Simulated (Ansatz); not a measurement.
## Notes on TiTlPS5

```yaml
crystal:
  lattice:
    - [6.19214, 0.00000, 0.00000]
    - [-0.23525, 6.99550, 0.00000]
    - [-1.18968, -2.54737, 8.50758]
  atoms:
    - { symbol: Tl, position: [0.27458, 0.31594, 0.54710] }
    - { symbol: Tl, position: [0.72542, 0.68406, 0.45290] }
    - { symbol: Ti, position: [0.50220, 0.27620, 0.00090] }
    - { symbol: Ti, position: [0.49780, 0.72380, 0.99910] }
    - { symbol: P, position: [0.72300, 0.10320, 0.27150] }
    - { symbol: P, position: [0.27700, 0.89680, 0.72850] }
    - { symbol: S, position: [0.39710, 0.06090, 0.17520] }
    - { symbol: S, position: [0.60290, 0.93910, 0.82480] }
    - { symbol: S, position: [0.33300, 0.54280, 0.13370] }
    - { symbol: S, position: [0.66700, 0.45720, 0.86630] }
    - { symbol: S, position: [0.84510, 0.30810, 0.17590] }
    - { symbol: S, position: [0.15490, 0.69190, 0.82410] }
    - { symbol: S, position: [0.15790, 0.16550, 0.82910] }
    - { symbol: S, position: [0.84210, 0.83450, 0.17090] }
    - { symbol: S, position: [0.77320, 0.18500, 0.50290] }
    - { symbol: S, position: [0.22680, 0.81500, 0.49710] }
```

Method: PBEsol, no spin polarisation; PAW, plane waves to 420 eV, 3×3×2 (shifted by 0.5, 0.5, 0.5 steps) mesh, fermi-dirac occupations (width 0.0766 eV) (Ansatz 0.2.0), atoms fixed.

Question: What is the character of the valence top and the conduction bottom?

Answer: Within 0.7 eV of the edges, the states project mainly on S p (86 %) below the gap and on Ti d (75 %) and S p (17 %) above it.

Question: What is the band gap?

Answer: The gap on the k mesh is 1.16 eV; the mesh may miss the band edges, so the true gap of this level can be smaller.

Question: Where is the largest force?

Answer: The largest is on S15 (and as large on other atoms): 0.47 eV/Å, components (0.01, -0.02, 0.47). It makes 178° with the line to a nearest neighbour, P5 at 1.97 Å, pointing away from it.

Question: What does the stress say?

Answer: The pressure is 0.9 GPa (compression positive), so with the atoms held at these fractions the cell would first expand. The principal stresses 0.3, 1.0, 1.4 GPa differ, so its shape would change too.

Question: Is it stable against the elements?

Answer: -0.73 eV an atom against the elements' usual phases (free molecules for gases, crystals otherwise, with no correction for O₂ or N₂), so it is bound against them; other compounds may still compete. Relaxing would lower it.

Origin: a database entry at a rescaled volume. Caveats: an odd or shifted mesh can miss the band edges, so this level's true gap may be smaller; no spin-orbit coupling, which can shift this gap by tenths of an eV.
